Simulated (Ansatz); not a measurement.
Starting cell, LiH (rock salt):

```yaml
crystal:
  lattice:
    - [0.00000, 4.00712, 4.00712]
    - [2.00356, 2.00356, 4.00712]
    - [2.00356, 2.00356, 0.00000]
  atoms:
    - { symbol: H, position: [0.00000, 0.00000, 0.00000] }
    - { symbol: H, position: [0.50000, 0.00000, 0.00000] }
    - { symbol: Li, position: [0.00000, 0.50000, 0.50000] }
    - { symbol: Li, position: [0.50000, 0.50000, 0.50000] }
```

A phonon eigenvector at X = (0.5, 0.5, 0.0) is frozen into this cell: atom i moves by Q times the vector below, so Q is the largest atomic displacement, in Å. The cell is held. (q is in reciprocal vectors of the primitive cell; the cell shown is doubled to hold the pattern.)

```csv
atom,x,y,z
H1,0.000,0.000,1.000
H2,0.000,0.000,-1.000
Li3,0.000,0.000,0.024
Li4,0.000,0.000,-0.024
```

Level of theory: PBE (plane waves to 420 eV, PAW, scalar-relativistic; Ansatz, an electronic-structure program). k mesh 14×14×14 (Γ-centred), Fermi-Dirac smearing 0.05 eV. Energies are smeared free energies. LiH was relaxed with its symmetry unable to fall. ΔE is measured from the undisplaced structure.

```json
[
 {"Q (Å)": "-0.280", "ΔE (meV/cell)": "323"},
 {"Q (Å)": "-0.187", "ΔE (meV/cell)": "141"},
 {"Q (Å)": "-0.093", "ΔE (meV/cell)": "35"},
 {"Q (Å)": "0.000", "ΔE (meV/cell)": "0"},
 {"Q (Å)": "0.093", "ΔE (meV/cell)": "35"},
 {"Q (Å)": "0.187", "ΔE (meV/cell)": "141"},
 {"Q (Å)": "0.280", "ΔE (meV/cell)": "323"}
]
```

Question: Which DFPT wavenumber at X = (0.5, 0.5, 0.0) belongs to this mode?
A) 1033 cm⁻¹
B) 822 cm⁻¹
C) 314 cm⁻¹

Answer: A, 1033 cm⁻¹. The curvature of the scan gives 1033 cm⁻¹

(For displaced atoms, the force is minus the slope of the energy, and its curvature is a force constant, which sets phonon frequencies.)
